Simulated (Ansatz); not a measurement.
Pd (fcc, Cu type)

```
Pd
1.0
    3.90836     0.00000     0.00000
    0.00000     3.90836     0.00000
    0.00000     0.00000     3.90836
Pd
4
Cartesian
  0.00000   0.00000   0.00000
  1.95418   1.95418   0.00000
  1.95418   0.00000   1.95418
  0.00000   1.95418   1.95418
```

In each cell atom 4 (Pd, nearest neighbour Pd at 2.764 Å; its periodic images, 3.9 Å or more away, move with it) moves by s·(0.707, 0.707, 0.000) (along Cartesian [110]), the rest being held.

Computed with r2SCAN (plane waves to 500 eV, PAW, scalar-relativistic; Ansatz, a first-principles code). k mesh 10×10×10 (Γ-centred), Fermi-Dirac smearing 0.05 eV. E stands for the smeared free energy. Left out: 2 of 11 points, with atoms too close for the PAW data. With partly filled bands, energies and forces of such displacements shift with the k mesh and the smearing. Pd is run without spin polarisation. Pd was relaxed with its symmetry unable to fall. ΔE is measured from the undisplaced structure. The last digit holds for this mesh only.

| s (Å) | ΔE (meV/cell) |
|---|---|
| -0.664 | 2675.5 |
| -0.498 | 1282.7 |
| -0.332 | 518.5 |
| -0.166 | withheld |
| 0.000 | 0.0 |
| 0.166 | withheld |
| 0.332 | 518.5 |
| 0.498 | 1282.7 |
| 0.664 | 2675.5 |

**Question.** Fit an even polynomial form (powers 2, 4, 6) to the given rows and predict ΔE at s = 0.166.

**Answer.** Least squares on the 7 given rows: ΔE = (4433)·s² + (2044)·s⁴ + (3778)·s⁶, in meV/cell with s in Å; root-mean-square residual 0.07 meV/cell. At 0.166 the fit gives 123.8 meV/cell; the calculation gives 124.7 meV/cell, so the interpolation is off by -0.9 (-0.7 %). The quadratic term alone would give 122.2 meV/cell.

(A displaced cell: forces are minus the slopes of the energy, force constants its curvatures, and phonons follow from these.)
